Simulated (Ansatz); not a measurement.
Rb₃Br₂Cl: input, output and frames of a trajectory

The calculation used DFT PBEsol, scalar-relativistic, plane waves, PAW (Ansatz 0.2.0). The runs took a 420 eV cutoff, a shifted (0.5, 0.5, 0.5 steps) 2×2×2 mesh and Fermi–Dirac smearing (0.1 eV). The mesh is coarse. No spin polarisation.

18 atoms, starting at 1.04 times the perfect crystal's volume (space group I4/mmm, the cell as given, not relaxed at this level); Langevin thermostat at 1200 K (friction 0.02 fs⁻¹), fixed cell; 15 steps of 3 fs. The run is short and not equilibrated.

The run converged.

Command:
```bash
ansatz run input.yaml --threads 4 --pin off --max-ram 5120MiB --backend cpu --events-out ev --progress --plain --runs-dir out
```

Input:
```yaml
crystal:
  lattice:
    - [-4.8985086165, -4.8985086165, 0.0]
    - [-2.4492543083, -2.4492543083, 10.3676134828]
    - [-9.797017233, 4.8985086165, 0.0]
  atoms:
    - { symbol: Rb, position: [0.0030301467, 0.32727304, 0.6666666667] }
    - { symbol: Rb, position: [0.6696968133, 0.32727304, 0.3333333333] }
    - { symbol: Rb, position: [0.33636348, 0.32727304, 0.0] }
    - { symbol: Rb, position: [0.6666666667, 0.0, 0.6666666667] }
    - { symbol: Rb, position: [0.3333333333, 0.0, 0.3333333333] }
    - { symbol: Rb, position: [0.0, 0.0, 0.0] }
    - { symbol: Rb, position: [0.3303031867, 0.67272696, 0.6666666667] }
    - { symbol: Rb, position: [0.9969698533, 0.67272696, 0.3333333333] }
    - { symbol: Rb, position: [0.66363652, 0.67272696, 0.0] }
    - { symbol: Br, position: [0.8335670667, 0.6661992, 0.6666666667] }
    - { symbol: Br, position: [0.5002337333, 0.6661992, 0.3333333333] }
    - { symbol: Br, position: [0.1669004, 0.6661992, 0.0] }
    - { symbol: Br, position: [0.4997662667, 0.3338008, 0.6666666667] }
    - { symbol: Br, position: [0.1664329333, 0.3338008, 0.3333333333] }
    - { symbol: Br, position: [0.8330996, 0.3338008, 0.0] }
    - { symbol: Cl, position: [0.1666666667, 0.0, 0.6666666667] }
    - { symbol: Cl, position: [0.8333333333, 0.0, 0.3333333333] }
    - { symbol: Cl, position: [0.5, 0.0, 0.0] }
basis:
  ecutwfc: 420
kpoints:
  mp_grid: { grid: [2, 2, 2], shift: [0.5, 0.5, 0.5] }
hamiltonian:
  xc: pbesol
scf:
  occupations: { method: fermi_dirac, width: 0.1034 }
  lower_state_search: "off"
  convergence: { dr2_threshold: 1.0e-07 }
output:
  forces: true
  stress: true
md:
  timestep: 3.0
  n_steps: 15
  ensemble: nvt_langevin
  temperature: 1200.0
  initial_velocities: maxwell_boltzmann
  seed: 79809
  friction: 0.02
```

Output (its end):
```
...
SCF converged after 6 iterations
Free energy (F): -48585.876186 eV
Harris-Foulkes:  -48585.876186 eV  (|F-HF|=1.04e-8)
Internal energy: -48585.876186 eV  (E = F + TS)
E sigma→0 (E₀):  -48585.876186 eV
Fermi energy:    3.157188 eV
--- Per-component energies (eV) ---
  E_band       = -1040.029258
  E_kinetic    = 3023.195822
  E_local      = -7630.479327  (includes V_loc(G=0)·N_el)
  E_nonlocal   = 2081.383160
  E_hartree    = 2055.571479
  E_xc         = -3056.346420
  E_vxc        = -2220.828395  (∫ρ·V_xc dr)
  E_paw        = -38265.235406  (= ΣΔE_a)
  E_vpaw       = -404.444706  (= ΣTr[D̂ρ^β])
  E_aug_tail   = 0.000269  (compensation charges beyond the density's cutoff)
  E_ewald      = -6795.867718
  E_core_change = 1.901955  (= ΣΔE_core)
  E_smearing   = -0.000000  (= −TS)
  E_closure    = -0.000000  (closes the sum)
  Σ components = -48585.876186   (vs F -48585.876186, Δ=0.00e0)
--- Forces (eV/Å), atoms counted from 1 ---
  atom   1  Rb    -0.05865610    -0.09168229    -0.04624768
  atom   2  Rb    -0.16951598     0.05674430    -0.14389558
  atom   3  Rb     0.20749236     0.23371650     0.37365474
  atom   4  Rb    -0.02578858    -0.18128015     0.32379778
  atom   5  Rb    -0.04152047     0.10192816    -0.05324597
  atom   6  Rb     0.22353556     0.19880086     0.04249773
  atom   7  Rb    -0.03696754     0.11878702     0.42387605
  atom   8  Rb    -0.55513886    -0.36000756     0.08240753
  atom   9  Rb    -0.10616562    -0.20376681     0.32676753
  atom  10  Br     0.14598316    -0.14307758    -0.45158856
  atom  11  Br     0.31801443     0.50526391     0.02775133
  atom  12  Br     0.14785455     0.00269633     0.08736007
  atom  13  Br     0.20738959    -0.01932912    -0.31771178
  atom  14  Br    -0.00624528     0.13989319     0.12441012
  atom  15  Br    -0.13686005    -0.26494077    -0.39589945
  atom  16  Cl     0.11222006    -0.05211379     0.01750010
  atom  17  Cl    -0.03772745     0.07158279    -0.10389388
  atom  18  Cl    -0.18791285    -0.11320833    -0.31754712
  max |Σ_I F_I| component: 9.07e-6 eV/Å
--- Stress (GPa, compression-positive) ---
       -0.380247       0.126303       0.007529
        0.126303      -0.358064      -0.024185
        0.007529      -0.024185      -0.165059
  P = ⅓ Tr σ = -0.3011 GPa (-3.011 kbar)
--- MD trajectory: 15 steps, t = 0.0 → 45.0 fs ---
  final state: T = 942.3 K   F+E_penalty+E_count = -48585.87618610 eV   E_kin = 2.192497 eV
```

Frames along the run (Å, eV/Å; dE is the potential energy from the first frame):

```xyz
18
Lattice="-4.899 -4.899 0.000 -2.449 -2.449 10.368 -9.797 4.899 0.000" Properties=species:S:1:pos:R:3:forces:R:3 pbc="T T T" time_fs=0.00 dE_eV=0.0000 T_K=1133
Rb   -7.348    2.449    3.393    0.000    0.000   -0.016
Rb   -7.348   -2.449    3.393    0.000    0.000   -0.016
Rb   -2.449   -2.449    3.393    0.000    0.000   -0.016
Rb   -9.797    0.000    0.000    0.000    0.000    0.000
Rb   -4.899    0.000    0.000    0.000    0.000    0.000
Rb    0.000    0.000    0.000    0.000    0.000    0.000
Rb   -9.797    0.000    6.975    0.000    0.000    0.016
Rb   -9.797   -4.899    6.975    0.000    0.000    0.016
Rb   -4.899   -4.899    6.975    0.000    0.000    0.016
Br  -12.246   -2.449    6.907    0.000    0.000    0.015
Br   -7.348   -2.449    6.907    0.000    0.000    0.015
Br   -2.449   -2.449    6.907    0.000    0.000    0.015
Br   -9.797    0.000    3.461    0.000    0.000   -0.015
Br   -4.899    0.000    3.461    0.000    0.000   -0.015
Br   -4.899   -4.899    3.461    0.000    0.000   -0.015
Cl   -7.348    2.449    0.000    0.000    0.000    0.000
Cl   -7.348   -2.449    0.000    0.000    0.000    0.000
Cl   -2.449   -2.449    0.000    0.000    0.000    0.000
18
Lattice="-4.899 -4.899 0.000 -2.449 -2.449 10.368 -9.797 4.899 0.000" Properties=species:S:1:pos:R:3:forces:R:3 pbc="T T T" time_fs=3.00 dE_eV=0.0038 T_K=1115
Rb   -7.347    2.453    3.399   -0.011   -0.007   -0.022
Rb   -7.345   -2.459    3.409   -0.007    0.008   -0.032
Rb   -2.468   -2.463    3.375    0.023    0.014    0.002
Rb   -9.783    0.022   -0.001   -0.009   -0.015    0.010
Rb   -4.889   -0.016    0.012   -0.006    0.014   -0.009
Rb    0.000    0.000   -0.014    0.002   -0.002    0.023
Rb   -9.791    0.002    6.961   -0.007    0.004    0.034
Rb   -9.781   -4.896    6.966   -0.028   -0.008    0.032
Rb   -4.892   -4.881    6.968   -0.002   -0.021    0.022
Br  -12.253   -2.443    6.923    0.016   -0.006   -0.005
Br   -7.351   -2.464    6.906    0.008    0.025    0.027
Br   -2.447   -2.442    6.901    0.006    0.001    0.010
Br   -9.812   -0.002    3.462    0.022    0.001   -0.015
Br   -4.895   -0.004    3.462   -0.014    0.003   -0.008
Br   -4.903   -4.899    3.468   -0.004   -0.011   -0.026
Cl   -7.366    2.462    0.001    0.015   -0.010   -0.001
Cl   -7.350   -2.468    0.023    0.006    0.011   -0.020
Cl   -2.441   -2.444    0.014   -0.009    0.000   -0.021
18
Lattice="-4.899 -4.899 0.000 -2.449 -2.449 10.368 -9.797 4.899 0.000" Properties=species:S:1:pos:R:3:forces:R:3 pbc="T T T" time_fs=9.00 dE_eV=0.0318 T_K=1234
Rb   -7.348    2.459    3.416   -0.024   -0.014   -0.032
Rb   -7.337   -2.473    3.437   -0.021    0.015   -0.062
Rb   -2.501   -2.485    3.332    0.075    0.037    0.054
Rb   -9.766    0.065    0.003   -0.025   -0.039    0.033
Rb   -4.883   -0.050    0.033   -0.008    0.039   -0.023
Rb   -0.009    0.003   -0.039    0.014   -0.006    0.058
Rb   -9.787    0.006    6.939   -0.014    0.016    0.069
Rb   -9.743   -4.886    6.945   -0.093   -0.031    0.059
Rb   -4.875   -4.841    6.950   -0.007   -0.056    0.039
Br  -12.272   -2.421    6.956    0.050   -0.028   -0.036
Br   -7.365   -2.488    6.903    0.038    0.076    0.050
Br   -2.432   -2.423    6.881    0.007    0.002    0.015
Br   -9.828   -0.005    3.481    0.049   -0.002   -0.034
Br   -4.883   -0.016    3.468   -0.044    0.017   -0.002
Br   -4.904   -4.899    3.486   -0.017   -0.030   -0.051
Cl   -7.400    2.493    0.013    0.037   -0.030   -0.007
Cl   -7.347   -2.514    0.056    0.010    0.042   -0.047
Cl   -2.421   -2.419    0.053   -0.027   -0.008   -0.083
18
Lattice="-4.899 -4.899 0.000 -2.449 -2.449 10.368 -9.797 4.899 0.000" Properties=species:S:1:pos:R:3:forces:R:3 pbc="T T T" time_fs=12.00 dE_eV=0.0555 T_K=1224
Rb   -7.346    2.462    3.424   -0.032   -0.016   -0.034
Rb   -7.332   -2.481    3.448   -0.027    0.019   -0.071
Rb   -2.515   -2.491    3.309    0.094    0.044    0.091
Rb   -9.765    0.085    0.007   -0.031   -0.049    0.043
Rb   -4.882   -0.064    0.038   -0.008    0.048   -0.021
Rb   -0.023    0.003   -0.051    0.028   -0.007    0.072
Rb   -9.786    0.007    6.925   -0.019    0.025    0.091
Rb   -9.725   -4.883    6.937   -0.123   -0.041    0.068
Rb   -4.863   -4.822    6.940   -0.019   -0.071    0.047
Br  -12.285   -2.409    6.972    0.070   -0.039   -0.048
Br   -7.372   -2.495    6.903    0.053    0.096    0.059
Br   -2.429   -2.413    6.866    0.014    0.002    0.022
Br   -9.837   -0.004    3.494    0.063   -0.004   -0.052
Br   -4.880   -0.021    3.472   -0.056    0.024   -0.003
Br   -4.902   -4.898    3.499   -0.023   -0.038   -0.069
Cl   -7.412    2.510    0.023    0.043   -0.040   -0.012
Cl   -7.340   -2.544    0.078    0.005    0.063   -0.063
Cl   -2.417   -2.404    0.072   -0.032   -0.015   -0.119
18
Lattice="-4.899 -4.899 0.000 -2.449 -2.449 10.368 -9.797 4.899 0.000" Properties=species:S:1:pos:R:3:forces:R:3 pbc="T T T" time_fs=15.00 dE_eV=0.0843 T_K=1192
Rb   -7.349    2.465    3.428   -0.039   -0.020   -0.031
Rb   -7.330   -2.491    3.457   -0.032    0.025   -0.077
Rb   -2.526   -2.497    3.284    0.106    0.055    0.130
Rb   -9.768    0.104    0.012   -0.033   -0.058    0.052
Rb   -4.881   -0.076    0.043   -0.009    0.056   -0.018
Rb   -0.035    0.001   -0.062    0.042   -0.007    0.082
Rb   -9.779    0.008    6.912   -0.033    0.028    0.114
Rb   -9.707   -4.880    6.926   -0.152   -0.051    0.079
Rb   -4.851   -4.804    6.930   -0.030   -0.087    0.056
Br  -12.299   -2.403    6.992    0.092   -0.044   -0.066
Br   -7.378   -2.503    6.908    0.066    0.116    0.060
Br   -2.428   -2.404    6.854    0.025    0.002    0.027
Br   -9.851   -0.002    3.508    0.080   -0.007   -0.072
Br   -4.882   -0.024    3.476   -0.064    0.028   -0.005
Br   -4.900   -4.896    3.511   -0.029   -0.048   -0.086
Cl   -7.425    2.521    0.031    0.048   -0.045   -0.014
Cl   -7.329   -2.573    0.103   -0.003    0.083   -0.079
Cl   -2.412   -2.388    0.085   -0.035   -0.026   -0.152
18
Lattice="-4.899 -4.899 0.000 -2.449 -2.449 10.368 -9.797 4.899 0.000" Properties=species:S:1:pos:R:3:forces:R:3 pbc="T T T" time_fs=21.00 dE_eV=0.1565 T_K=1330
Rb   -7.362    2.477    3.431   -0.037   -0.038   -0.026
Rb   -7.331   -2.511    3.475   -0.034    0.042   -0.086
Rb   -2.544   -2.513    3.240    0.122    0.085    0.202
Rb   -9.780    0.142    0.016   -0.029   -0.079    0.088
Rb   -4.869   -0.099    0.055   -0.018    0.069   -0.021
Rb   -0.055   -0.013   -0.084    0.068    0.000    0.093
Rb   -9.765    0.015    6.884   -0.057    0.026    0.168
Rb   -9.669   -4.869    6.911   -0.222   -0.082    0.097
Rb   -4.823   -4.774    6.909   -0.057   -0.116    0.086
Br  -12.319   -2.397    7.051    0.124   -0.043   -0.138
Br   -7.387   -2.525    6.928    0.103    0.171    0.050
Br   -2.434   -2.388    6.825    0.062   -0.002    0.038
Br   -9.878    0.005    3.529    0.108   -0.016   -0.106
Br   -4.886   -0.030    3.478   -0.076    0.033    0.001
Br   -4.890   -4.887    3.543   -0.052   -0.072   -0.134
Cl   -7.448    2.533    0.046    0.056   -0.043   -0.014
Cl   -7.302   -2.608    0.144   -0.014    0.098   -0.096
Cl   -2.394   -2.374    0.096   -0.048   -0.033   -0.201
18
Lattice="-4.899 -4.899 0.000 -2.449 -2.449 10.368 -9.797 4.899 0.000" Properties=species:S:1:pos:R:3:forces:R:3 pbc="T T T" time_fs=24.00 dE_eV=0.2018 T_K=1165
Rb   -7.369    2.486    3.431   -0.038   -0.053   -0.024
Rb   -7.328   -2.519    3.483   -0.038    0.048   -0.088
Rb   -2.553   -2.524    3.220    0.127    0.101    0.238
Rb   -9.782    0.163    0.017   -0.029   -0.089    0.114
Rb   -4.857   -0.105    0.064   -0.022    0.072   -0.032
Rb   -0.064   -0.021   -0.093    0.083    0.007    0.092
Rb   -9.763    0.017    6.868   -0.057    0.030    0.203
Rb   -9.651   -4.857    6.907   -0.256   -0.104    0.099
Rb   -4.808   -4.760    6.899   -0.075   -0.131    0.108
Br  -12.322   -2.391    7.081    0.130   -0.048   -0.179
Br   -7.387   -2.535    6.936    0.121    0.205    0.046
Br   -2.441   -2.379    6.813    0.084   -0.004    0.043
Br   -9.896    0.005    3.545    0.127   -0.015   -0.135
Br   -4.888   -0.034    3.473   -0.081    0.040    0.013
Br   -4.889   -4.884    3.562   -0.059   -0.084   -0.164
Cl   -7.457    2.545    0.055    0.059   -0.044   -0.013
Cl   -7.284   -2.619    0.160   -0.021    0.104   -0.099
Cl   -2.382   -2.368    0.099   -0.055   -0.035   -0.221
18
Lattice="-4.899 -4.899 0.000 -2.449 -2.449 10.368 -9.797 4.899 0.000" Properties=species:S:1:pos:R:3:forces:R:3 pbc="T T T" time_fs=30.00 dE_eV=0.3064 T_K=1226
Rb   -7.386    2.501    3.434   -0.034   -0.080   -0.023
Rb   -7.320   -2.535    3.496   -0.057    0.057   -0.092
Rb   -2.578   -2.554    3.195    0.142    0.141    0.284
Rb   -9.784    0.196    0.014   -0.028   -0.104    0.165
Rb   -4.836   -0.118    0.081   -0.028    0.078   -0.050
Rb   -0.085   -0.042   -0.102    0.113    0.033    0.082
Rb   -9.759    0.016    6.845   -0.056    0.051    0.263
Rb   -9.612   -4.826    6.906   -0.344   -0.170    0.097
Rb   -4.783   -4.730    6.872   -0.103   -0.160    0.180
Br  -12.332   -2.368    7.127    0.142   -0.070   -0.247
Br   -7.391   -2.557    6.952    0.173    0.292    0.041
Br   -2.455   -2.360    6.795    0.127   -0.007    0.048
Br   -9.925    0.006    3.571    0.154   -0.017   -0.186
Br   -4.904   -0.044    3.464   -0.070    0.052    0.037
Br   -4.887   -4.883    3.607   -0.087   -0.110   -0.241
Cl   -7.476    2.576    0.073    0.067   -0.053   -0.012
Cl   -7.252   -2.624    0.186   -0.034    0.106   -0.103
Cl   -2.358   -2.356    0.106   -0.078   -0.041   -0.242
18
Lattice="-4.899 -4.899 0.000 -2.449 -2.449 10.368 -9.797 4.899 0.000" Properties=species:S:1:pos:R:3:forces:R:3 pbc="T T T" time_fs=33.00 dE_eV=0.3725 T_K=1153
Rb   -7.394    2.506    3.436   -0.035   -0.089   -0.026
Rb   -7.316   -2.542    3.502   -0.069    0.061   -0.098
Rb   -2.592   -2.572    3.184    0.152    0.172    0.302
Rb   -9.784    0.214    0.013   -0.027   -0.111    0.192
Rb   -4.826   -0.126    0.085   -0.031    0.082   -0.056
Rb   -0.101   -0.054   -0.105    0.136    0.052    0.075
Rb   -9.760    0.016    6.833   -0.053    0.060    0.296
Rb   -9.591   -4.811    6.907   -0.402   -0.209    0.093
Rb   -4.773   -4.718    6.861   -0.116   -0.170    0.215
Br  -12.338   -2.354    7.148    0.147   -0.083   -0.283
Br   -7.393   -2.570    6.957    0.208    0.347    0.041
Br   -2.465   -2.349    6.787    0.151   -0.013    0.051
Br   -9.943    0.007    3.582    0.170   -0.019   -0.211
Br   -4.914   -0.050    3.457   -0.062    0.061    0.053
Br   -4.886   -4.875    3.625   -0.103   -0.137   -0.277
Cl   -7.484    2.597    0.078    0.070   -0.061   -0.009
Cl   -7.234   -2.624    0.197   -0.043    0.108   -0.105
Cl   -2.346   -2.346    0.111   -0.092   -0.051   -0.254
18
Lattice="-4.899 -4.899 0.000 -2.449 -2.449 10.368 -9.797 4.899 0.000" Properties=species:S:1:pos:R:3:forces:R:3 pbc="T T T" time_fs=36.00 dE_eV=0.4420 T_K=994
Rb   -7.399    2.511    3.441   -0.041   -0.095   -0.031
Rb   -7.309   -2.546    3.511   -0.086    0.064   -0.108
Rb   -2.605   -2.582    3.173    0.161    0.193    0.330
Rb   -9.787    0.237    0.012   -0.026   -0.122    0.222
Rb   -4.821   -0.132    0.087   -0.033    0.087   -0.057
Rb   -0.119   -0.060   -0.109    0.163    0.064    0.071
Rb   -9.760    0.016    6.823   -0.050    0.071    0.329
Rb   -9.570   -4.799    6.907   -0.460   -0.251    0.089
Rb   -4.768   -4.708    6.851   -0.122   -0.175    0.246
Br  -12.345   -2.337    7.168    0.152   -0.099   -0.319
Br   -7.396   -2.580    6.961    0.245    0.401    0.041
Br   -2.470   -2.341    6.776    0.166   -0.018    0.056
Br   -9.961    0.011    3.595    0.187   -0.020   -0.237
Br   -4.924   -0.055    3.449   -0.054    0.074    0.068
Br   -4.887   -4.864    3.641   -0.113   -0.166   -0.307
Cl   -7.492    2.613    0.085    0.071   -0.063   -0.007
Cl   -7.218   -2.621    0.202   -0.052    0.109   -0.104
Cl   -2.338   -2.336    0.122   -0.108   -0.056   -0.280
18
Lattice="-4.899 -4.899 0.000 -2.449 -2.449 10.368 -9.797 4.899 0.000" Properties=species:S:1:pos:R:3:forces:R:3 pbc="T T T" time_fs=42.00 dE_eV=0.5747 T_K=1082
Rb   -7.408    2.513    3.455   -0.052   -0.093   -0.041
Rb   -7.289   -2.550    3.524   -0.135    0.065   -0.135
Rb   -2.623   -2.590    3.156    0.183    0.217    0.378
Rb   -9.790    0.288    0.007   -0.026   -0.158    0.290
Rb   -4.819   -0.138    0.082   -0.038    0.096   -0.055
Rb   -0.145   -0.087   -0.114    0.205    0.137    0.053
Rb   -9.766    0.006    6.805   -0.039    0.101    0.390
Rb   -9.542   -4.782    6.912   -0.533   -0.322    0.084
Rb   -4.765   -4.678    6.841   -0.111   -0.197    0.306
Br  -12.355   -2.304    7.211    0.147   -0.129   -0.408
Br   -7.399   -2.589    6.969    0.296    0.478    0.036
Br   -2.458   -2.332    6.748    0.161   -0.009    0.076
Br   -9.987    0.014    3.616    0.204   -0.020   -0.291
Br   -4.948   -0.071    3.430   -0.028    0.110    0.101
Br   -4.884   -4.835    3.674   -0.125   -0.227   -0.374
Cl   -7.524    2.630    0.084    0.094   -0.057    0.010
Cl   -7.203   -2.604    0.197   -0.048    0.090   -0.098
Cl   -2.321   -2.308    0.140   -0.154   -0.084   -0.321
18
Lattice="-4.899 -4.899 0.000 -2.449 -2.449 10.368 -9.797 4.899 0.000" Properties=species:S:1:pos:R:3:forces:R:3 pbc="T T T" time_fs=45.00 dE_eV=0.6419 T_K=942
Rb   -7.410    2.513    3.459   -0.059   -0.092   -0.046
Rb   -7.274   -2.548    3.528   -0.170    0.057   -0.144
Rb   -2.635   -2.592    3.156    0.207    0.234    0.374
Rb   -9.793    0.311    0.008   -0.026   -0.181    0.324
Rb   -4.818   -0.142    0.079   -0.042    0.102   -0.053
Rb   -0.154   -0.108   -0.115    0.224    0.199    0.042
Rb   -9.764   -0.006    6.793   -0.037    0.119    0.424
Rb   -9.532   -4.771    6.910   -0.555   -0.360    0.082
Rb   -4.762   -4.667    6.841   -0.106   -0.204    0.327
Br  -12.358   -2.292    7.232    0.146   -0.143   -0.452
Br   -7.398   -2.590    6.975    0.318    0.505    0.028
Br   -2.446   -2.331    6.734    0.148    0.003    0.087
Br   -9.996    0.016    3.623    0.207   -0.019   -0.318
Br   -4.965   -0.085    3.417   -0.006    0.140    0.124
Br   -4.878   -4.819    3.690   -0.137   -0.265   -0.396
Cl   -7.543    2.632    0.085    0.112   -0.052    0.018
Cl   -7.202   -2.592    0.202   -0.038    0.072   -0.104
Cl   -2.312   -2.291    0.144   -0.188   -0.113   -0.318
```